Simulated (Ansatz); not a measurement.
A geometry of In2Ag away from equilibrium: the start of the relaxation of a generated cell, In2Ag built in the AFLOW prototype AB2_cF48_227_c_e (as in Ti2C). Computed with PBE (plane waves to 420 eV, PAW, scalar-relativistic; Ansatz, a first-principles code). Γ-centred k-mesh 5×5×5 on the run's cell (coarser than for final values), Fermi–Dirac smearing 0.05 eV.

```xyz
12
Lattice="0.0000 5.2462 5.2462 5.2462 0.0000 5.2462 5.2462 5.2462 0.0000" Properties=species:S:1:pos:R:3 pbc="T T T"
Ag     6.5577     6.5577     6.5577
Ag     6.5577     3.9346     3.9346
Ag     3.9346     6.5577     3.9346
Ag     3.9346     3.9346     6.5577
In     9.1284     9.1284     9.1284
In     9.1284     6.6102     6.6102
In     6.6102     9.1284     6.6102
In     6.6102     6.6102     9.1284
In     3.9871     3.9871     3.9871
In     3.9871     6.5053     6.5053
In     6.5053     3.9871     6.5053
In     6.5053     6.5053     3.9871
```

**Question.** Which atoms carry the largest force, and which way does it point?

**Answer.** 3.13 eV/Å, on In5, In6, In7, In8, In9, In10, In11, In12 (atoms numbered as listed); on In6 its components are (1.81, -1.81, -1.81).

**Question.** What is the pressure?

**Answer.** +17.6 GPa, compression positive.

No spin polarisation in the result.

The run could not lose the symmetry of its start, so the end can be a saddle point.

The end of the path is a generated cell of In2Ag: the first start was made by placing the elements on the sites of a structure type, and the end was not matched to a known phase here, so it may be hypothetical.
